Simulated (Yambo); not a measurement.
Absorption of a free-standing WS$_{2}$ monolayer (symmetry P-6m2, slab cell 16.1 Å high) with and without the electron-hole interaction (Yambo, LDA bands; 18×18×1 mesh, 4 valence and 4 conduction bands, static screening with 38 bands and a 3 Ry block, scissor 0.97 eV, Tamm-Dancoff, stochastic integration of W near q = 0; field along x).

```csv
E (eV),"Im α, BSE (Å)","Im α, independent quasiparticles (Å)"
1.45,0.24,0.10
1.55,0.27,0.11
1.65,0.31,0.12
1.75,0.36,0.13
1.85,0.43,0.14
1.95,0.54,0.16
2.05,0.69,0.17
2.15,0.97,0.19
2.25,1.56,0.22
2.35,3.14,0.25
2.45,5.35,0.30
2.55,3.93,0.36
2.65,4.84,0.46
2.75,5.75,0.63
2.85,5.33,1.04
2.95,8.74,1.90
3.05,18.5,1.82
3.15,20.0,2.32
3.25,13.8,4.62
3.35,10.3,4.24
3.45,9.37,2.65
3.55,9.76,2.87
3.65,8.72,4.75
3.75,6.60,7.93
3.85,6.92,12.2
3.95,6.62,11.7
4.05,6.00,11.3
4.15,6.95,12.6
4.25,8.93,11.5
4.35,14.0,9.91
4.45,11.2,8.67
4.55,7.91,7.02
4.65,7.12,6.14
4.75,5.62,5.92
4.85,5.84,4.95
4.95,6.23,6.30
5.05,7.23,8.70
5.15,6.60,9.95
5.25,4.91,9.36
5.35,4.35,6.82
5.45,4.66,6.11
5.55,4.66,6.64
5.65,4.56,8.53
5.75,4.11,8.38
5.85,3.40,6.28
5.95,3.48,6.23
6.05,3.32,6.41
6.15,3.18,6.23
6.25,2.48,6.06
6.35,2.10,5.22
6.45,2.55,4.98
```

The scissor comes from a G0W0 run whose convergence isn't established. Broadening 0.1 eV. The band window holds all transitions up to 6.5 eV. Fine structure above the onset can come from the mesh.

Spin-orbit coupling is left out, which matters for elements this heavy: edges can move by tenths of an eV.

Geometry relaxed with LDA; primitive cell a = b = 3.123 Å, c = 16.100 Å, α = β = 90.00°, γ = 120.00°.
